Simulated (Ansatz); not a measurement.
# Structure relaxation, Zr

The start is a relaxed Zr cell deformed by the Cartesian strain tensor (xx, yy, zz, yz, xz, xy) = (0.019, -0.112, -0.137, 0.028, 0.028, 0.016). The structure is fully relaxed (lattice and positions, P = 0) with PBE (plane waves to 420 eV, PAW, scalar-relativistic; Ansatz, a first-principles code). First-step values are on the input's coarse k-mesh.

Ansatz input (later rounds restart from its end on a renewed k-mesh):
Ansatz 0.2 input:
```yaml
crystal:
  lattice:
    - [3.2929960693, 0.0533213299, 0.0888688831]
    - [-1.6003204084, 2.4585352197, 0.0339275908]
    - [0.1422747459, 0.1448615594, 4.464840207]
  atoms:
    - { symbol: Zr, position: [0.3333333333, 0.6666666667, 0.75] }
    - { symbol: Zr, position: [0.6666666667, 0.3333333333, 0.25] }
basis: { ecutwfc: 420, ecutrho_ratio: 4, xc_grid: 2, fft_grid_basis: typed }
kpoints: { mp_grid: { grid: [12, 13, 7] } }
hamiltonian:
  xc: pbe
  dispersion: none
  pseudopotentials: { azcp: { folder: ./paw }, kind: paw }
scf: { occupations: { method: fermi_dirac, width: 0.05 } }
relax: { f_tol: 0.01, max_steps: 100, cell: { stress_tol: 0.02 } }
output: { forces: true, stress: true }
```

### Question
What pressure does the first self-consistent step give?

### Answer
+34.2 GPa (positive: the cell is compressed).

### Question
Which atoms feel the largest initial force, and how large is it?

### Answer
0.48 eV/Å, on Zr1, Zr2 (atoms numbered as listed).

### Question
By how much does the energy per atom fall from start to end?

### Answer
0.54 eV/atom.

### Question
Does it find its way back to the structure it was made from?

### Answer
It relaxes back to the parent, P6₃/mmc (No. 194).

### Question
How do the shortest distances between atoms change?

### Answer
The closest pairs of elements (up to four, under 3.6 Å), start → end: Zr–Zr 2.70 → 3.19 Å.

### Question
What band gap does the relaxed structure have at this level?

### Answer
Zero (metallic).

Relaxed structure:

Space group P6₃/mmc (No. 194); a = b = 3.232 Å, c = 5.174 Å, α = β = 90.00°, γ = 120.00°

```tsv
atom	site	symmetry	x	y	z
Zr	2c	-6m2	0.3333	0.6667	0.2500
```

Final values are on a 17×17×9 k-mesh of the relaxed cell. No spin polarisation in the result.

The run could not lose the symmetry of its start.
